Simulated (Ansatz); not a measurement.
Polymorphs of LaN, each relaxed with r²SCAN in the plane-wave PAW code Ansatz:

A: zinc blende (F-43m)
a = b = c = 5.605 Å, α = β = γ = 90.00°

| atom | site | symmetry | x | y | z |
|---|---|---|---|---|---|
| N | 4d | -43m | 0.7500 | 0.7500 | 0.7500 |
| La | 4a | -43m | 0.0000 | 0.0000 | 0.0000 |

B: CsCl type (Pm-3m)
a = 3.166 Å, b = 3.166 Å, c = 3.166 Å, α = 90.00°, β = 90.00°, γ = 90.00°

```csv
atom,site,symmetry,x,y,z
La,1a,m-3m,0.0000,0.0000,0.0000
N,1b,m-3m,0.5000,0.5000,0.5000
```

C: Pnma
a = 10.6063 Å, b = 3.7554 Å, c = 3.7539 Å, α = β = γ = 90.00°

| atom | site | symmetry | x | y | z |
|---|---|---|---|---|---|
| La | 4c | .m. | 0.1246 | 0.2500 | 0.2587 |
| N | 4c | .m. | 0.3770 | 0.2500 | 0.2302 |

Task: Put the candidates in order of energy per atom at 0 K, lowest first, for r²SCAN.

Result: C (+0 meV/atom), A (+82 meV/atom), B (+588 meV/atom)

Task: Give each one's gap.

Result: A 1.51 eV; B no gap; C 0.28 eV.

Typed or built starts, not in the databases checked: A; B; C. Unstable at this level: B. All cells were relaxed under the symmetry of their starts (and spin orders); stability against distortions was not tested throughout. Spin–orbit coupling is left out wherever it is not named.

Energies hold the estimated change up to a 700 eV cutoff; steps of a few meV lie near the error of the meshes.

Potentials: the earlier of the program's two PAW sets.
